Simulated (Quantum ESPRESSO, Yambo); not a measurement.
Ba2ScCuO4 (space group P4/mmm, No. 123). The geometry is that of Materials Project entry mp-1228350, symmetrised and not relaxed again. Chain: PBEsol (pw.x of Quantum ESPRESSO, ONCV potentials, no spin-orbit coupling); G0W0 in Yambo (2×2×1 Γ-centred k mesh, bands 6 to 214 and a 7 Ry block in the screening, 214 bands in G with the Bruneval-Gonze terminator, plasmon pole fitted at 27.2 eV); BSE (4×4×2 mesh, 17 valence and 16 conduction bands, static screening with 89 bands and a 3 Ry block, scissor 0.90 eV, Tamm-Dancoff).

| Property | Value |
|---|---|
| PBEsol gap (dense path) | 1.96 eV |
| PBEsol gap M → X on the GW mesh | 1.99 eV |
| PBEsol smallest direct gap on the GW mesh, at X | 2.02 eV |
| G0W0 direct gap at that point | 2.92 eV |
| G0W0 correction to the gap M → X | 0.91 eV |
| direct gap on the BSE mesh, with the scissor | 2.92 eV |
| first BSE state allowed for light along x | none among the lowest states (field along x) |
| lowest BSE state | 2.04 eV |
| binding of the lowest exciton | 0.88 eV |

Rough cost of the Yambo steps against G0W0 for 6 states: BSE about 7×.

Nearest settings tried, and what they do to the gap: 142 bands in G: +18 meV; 142 bands in W, 142 bands in G: +43 meV; 6 Ry block (241 vectors against 313): +41 meV. Not varied: mesh. So the settings aren't converged at that level. Oxides, nitrides and fluorides with a shallow 3d shell are known to need far more bands and larger blocks. The k mesh is coarse. The BSE states are vertical excitations (zero momentum). Convergence of the binding with the mesh was not shown. Axes are Cartesian, with cell vectors (Å) (4.18, 0.00, 0.00), (0.00, 4.18, 0.00), (0.00, 0.00, 8.08).

The filled Cu 3d shell has no Hubbard U; semilocal functionals place it too high.

The structure is a Materials Project entry; no match was found in the copy of COD used, and its stability was not checked.
